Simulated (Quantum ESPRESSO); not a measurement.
Simulation results for LiZr2Mo5

All values are calculated (Quantum ESPRESSO 7.5). Calculation on a made-up metal alloy cell, not a measurement, the site pattern found by running every listed pattern: no spin or spin-orbit, unrelaxed, 2900 K smearing, stress positive in tension, cell energy less fitted offsets; periodic Kohn-Sham density functional theory in plane waves with PseudoDojo standard norm-conserving scalar-relativistic pseudopotentials, each functional with its own files (v0.5 for PBE, v0.4.1 for LDA and PBEsol), eight atoms on drawn sites of a strained close-packed or body-centred lattice, each displaced and held fixed; the energy is the cell's free energy, ions and the entropy term -TS included, at the stated Fermi-Dirac width, less a fixed offset for each atom's element (shifted free energy); compositions with an open d shell lost a parallel starting moment in a cheaper test run, and other magnetic orders were not tried; an error bar is the largest change of its kind in a tighter rerun, never given below 0.002 eV, 0.02 GPa or 0.003 eV/angstrom, and covers cutoff and k-mesh only, not smearing or the files.

### LiZr2Mo5

- lattice type: face-centred cubic
- functional: pbe
- cutoff: 1088 eV
- fermi dirac smearing: 0.25 eV
- electrons removed: 0
- computed entropy term negative ts: -2.118 eV
- computed pressure: -8.39 GPa
- computed stress xx: 7.14 GPa
- computed stress yy: 10.52 GPa
- computed stress zz: 7.5 GPa
- computed stress yz: 0.96 GPa
- computed stress xz: 0.27 GPa
- computed stress xy: 0.5 GPa
- k mesh: 6 x 6 x 3 shifted half a step off Gamma on each axis
- computed shifted free energy: 1.117 eV
- found pattern: 2

Cell:
```csv
vector,x (Å),y (Å),z (Å)
a,0,0,-4.2123
b,-4.2123,0,0
c,2.1061,8.4245,2.1061
```

Atoms:
```csv
atom site,atom x (Å),atom y (Å),atom z (Å),pattern 1 element,pattern 2 element,pattern 3 element,pattern 4 element,pattern 5 element,pattern 6 element
1,0.0647,0.0029,-0.1109,Mo,Mo,Li,Mo,Mo,Mo
2,-2.0967,2.1493,0.0683,Zr,Zr,Zr,Mo,Zr,Zr
3,-0.0451,4.3547,-0.058,Zr,Mo,Zr,Li,Mo,Li
4,-2.1558,6.6117,-0.0781,Mo,Zr,Mo,Mo,Zr,Zr
5,-2.0316,-0.1151,-2.0992,Li,Li,Mo,Mo,Mo,Mo
6,-0.0502,2.0754,-1.9998,Mo,Mo,Mo,Mo,Li,Mo
7,-2.1064,4.1414,-2.1509,Mo,Mo,Mo,Zr,Mo,Mo
8,-0.3065,6.3224,-2.346,Mo,Mo,Mo,Zr,Mo,Mo
```

Offsets:
```csv
element,energy per atom (eV)
Li,-195.67
Mo,-1911.95
Zr,-1377.61
```

Computed forces:
```csv
site,x (eV/Å),y (eV/Å),z (eV/Å)
1,-0.294,0.864,0.155
2,-0.08,-0.603,-0.037
3,0.187,0.044,0.097
4,-0.616,-1.301,-0.754
5,-0.453,0.959,-0.243
6,0.452,-0.396,-0.094
7,-0.2,0.915,0.091
8,1.003,-0.483,0.786
```

Found structure:
```
cell vectors (Å)
   0.0000     0.0000    -4.2123
  -4.2123     0.0000     0.0000
   2.1061     8.4245     2.1061
atoms (fractions of the cell vectors)
Mo  0.02650 -0.01519  0.00034
Zr  0.11135  0.62532  0.25512
Mo  0.27222  0.26916  0.51691
Zr  0.41094  0.90419  0.78482
Li  0.49152  0.47547 -0.01366
Mo  0.59793  0.13509  0.24635
Mo  0.75641  0.74585  0.49159
Mo  0.93217  0.44799  0.75048
```

Notes: a spin test at this wide smearing found no moment, but such smearing suppresses magnetism that the real alloy may have; lattice, volume and sites are drawn at random and may be unstable or far from any real phase; energies are for the whole cell, less offsets fitted to these runs, so they are not formation energies; error bars: energy 0.002 eV, stress 0.023 GPa, force 0.0042 eV/Å, from a tighter rerun of this or a related cell; largest difference from nearest other candidate 306 error bars.
